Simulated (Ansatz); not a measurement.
SiGe:
```yaml
crystal:
  lattice:
    - [1.96198, 1.13275, 6.39888]
    - [-1.96198, 1.13275, 6.39888]
    - [0.00000, -2.26550, 6.39888]
  atoms:
    - { symbol: Si, position: [0.93881, 0.93881, 0.93881] }
    - { symbol: Si, position: [0.06119, 0.06119, 0.06119] }
    - { symbol: Ge, position: [0.43599, 0.43599, 0.43599] }
    - { symbol: Ge, position: [0.56401, 0.56401, 0.56401] }
```

Relaxed with r²SCAN. Independent-particle spectrum: no excitons, no local fields, no scissors shift; 0.1 eV broadening; ε₁ of the summed bands alone.

Problem. Tabulate the dielectric function from r²SCAN (plane waves, PAW; program Ansatz).

Solution. 

```
E (eV)   ε₁ xx  ε₂ xx  ε₁ zz  ε₂ zz
------  ------  -----  -----  -----
0.0      13.19   0.00  13.44   0.00
0.3      13.27   0.00  13.53   0.00
0.6      13.52   0.00  13.80   0.00
0.9      13.97   0.00  14.28   0.00
1.2      14.70   0.00  15.06   0.00
1.5      15.80   0.05  16.28   0.03
1.8      17.61   0.07  18.38   0.04
2.1      21.07   1.15  22.46   1.96
2.4      27.42   4.71  28.17   6.74
2.7      22.70  15.71  21.66  16.27
3.0      18.96  17.25  18.81  17.86
3.3      16.56  18.56  16.84  19.63
3.6      15.82  20.35  16.04  22.54
3.9      17.06  25.80  13.94  33.80
4.2      -2.04  42.55  -8.71  27.82
4.5     -11.32  21.74  -8.97  17.52
4.8      -8.33  15.49  -6.03  14.29
5.1      -6.24  14.65  -4.47  14.94
5.4      -8.90  12.51  -8.17  12.89
5.7      -9.38   9.31  -8.96   9.58
6.0      -8.12   6.78  -7.99   6.99
6.3      -7.03   5.64  -6.90   5.68
6.6      -6.42   4.61  -6.29   4.66
6.9      -5.67   3.73  -5.56   3.79
7.2      -4.95   3.09  -4.89   3.18
7.5      -4.27   2.63  -4.24   2.64
7.8      -3.60   2.54  -3.54   2.65
8.1      -3.44   2.53  -3.51   2.58
8.4      -3.32   2.20  -3.42   2.15
8.7      -3.07   1.91  -3.06   1.81
9.0      -2.85   1.71  -2.82   1.60
9.3      -2.64   1.48  -2.55   1.38
9.6      -2.43   1.27  -2.32   1.25
9.9      -2.20   1.11  -2.10   1.09
10.2     -1.99   0.99  -1.90   1.02
10.5     -1.79   0.89  -1.73   0.91
10.8     -1.63   0.82  -1.56   0.84
11.1     -1.49   0.75  -1.42   0.78
11.4     -1.38   0.68  -1.33   0.72
11.7     -1.25   0.61  -1.21   0.67
12.0     -1.12   0.54  -1.11   0.59
```

Problem. From ε at 2.7 eV (xx: 22.70 + 15.71i), find n, k, the normal reflectivity and the absorption coefficient.

Solution. n = 5.02, k = 1.566, R = 48 %, α = 2kE/ħc = 430000 cm⁻¹.

With all bands, ε∞ without local fields is 13.2 (xx = yy), 13.5 (zz).

Space group R-3m. The start of the workflow was typed in or built on a structure type; neither database checked (COD, Materials Project) lists it. Its standing as an ambient phase is unchecked. Symmetry was held in the r²SCAN relaxation; its stability against distortions is not shown here. Scalar-relativistic: spin–orbit coupling is off unless named, which matters more the heavier the elements.

Potentials: the earlier of the program's two PAW sets.
